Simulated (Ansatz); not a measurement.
Starting cell, Yb (fcc, Cu type):

```
Yb
1.0
    5.20151     0.00000     0.00000
    0.00000     5.20151     0.00000
    0.00000     0.00000     5.20151
Yb
4
Direct
  0.00000   0.00000   0.00000
  0.50000   0.50000   0.00000
  0.50000   0.00000   0.50000
  0.00000   0.50000   0.50000
```

In each cell atom 1 (Yb, nearest neighbour Yb at 3.678 Å; its periodic images, 5.2 Å or more away, move with it) moves by s·(0.000, 0.000, 1.000) (along Cartesian z), the rest being held.

Calculation: r2SCAN (plane waves to 500 eV, PAW, scalar-relativistic; Ansatz, an electronic-structure program). k mesh 7×7×7 (Γ-centred), Fermi-Dirac smearing 0.05 eV. Energies are smeared free energies. With partly filled bands, energies and forces of such displacements shift with the k mesh and the smearing. The relaxed volume of Yb is well below the measured one. Yb is run without spin polarisation. Yb was relaxed with its symmetry unable to fall. The filling of the f shell was not checked against other fillings, so treat energies with care. The zero of ΔE is the undisplaced structure. The last digit holds for this mesh only.

```csv
s (Å),ΔE (meV/cell)
-0.370,withheld
-0.296,138.6
-0.222,78.1
-0.148,34.8
-0.074,8.7
0.000,0.0
0.074,8.7
0.148,34.8
0.222,78.1
0.296,138.6
0.370,withheld
```

Q: Fit an even polynomial form (powers 2, 4) to the given rows and predict ΔE at s = -0.370.

A: Least squares on the 9 given rows: ΔE = (1589)·s² + (-85.53)·s⁴, in meV/cell with s in Å; root-mean-square residual 0.02 meV/cell. At -0.370 the fit gives 215.9 meV/cell; the calculation gives 215.8 meV/cell, so the extrapolation is off by 0.1 (+0.0 %). The quadratic term alone would give 217.5 meV/cell.

(A displaced cell: forces are minus the slopes of the energy, force constants its curvatures, and phonons follow from these.)
